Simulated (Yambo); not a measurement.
A free-standing WS₂ monolayer (symmetry P-6m2, slab cell 16.1 Å high), G0W0@PBEsol in Yambo with this input:

```
rim_cut
gw0
dyson
el_el_corr
HF_and_locXC
ppa
em1d
rim_w
RandQpts= 1000000
RandGvec= 2 Ry
CUTGeo= "slab z"
EXXRLvcs= 74 Ry
VXCRLvcs= 296 Ry
Chimod= "HARTREE"
% BndsRnXp
 2 | 131 |
%
NGsBlkXp= 8 Ry
% LongDrXp
 1.0 | 1.0 | 0.0 |
%
RandGvecW= 1000 mRy
PPAPntXp= 27.2114 eV
% GbndRnge
 1 | 131 |
%
GTermKind= "BG"
DysSolver= "n"
ExtendOut
```

On a 6×6×1 mesh, with wavefunctions cut at 74 Ry, the gap (K → K) is 2.872 eV and the valence edge shifts by -0.151 eV.

Question: What happens with this change: no stochastic integration of W?

Answer: The gap rises by 1.467 eV, to 4.339 eV; the shift of the valence edge becomes -0.872 eV. Without the stochastic integration, the mesh misses the sharp change of W near q = 0 in a layer: the 1.47 eV of that row are a sampling artefact. Neither run is shown to be the converged limit.

Spin-orbit coupling is not included.

Geometry relaxed with PBEsol; primitive cell a = b = 3.1456 Å, c = 16.1000 Å, α = β = 90.00°, γ = 120.00°.

A shift is the quasiparticle energy of the state minus its PBEsol energy.
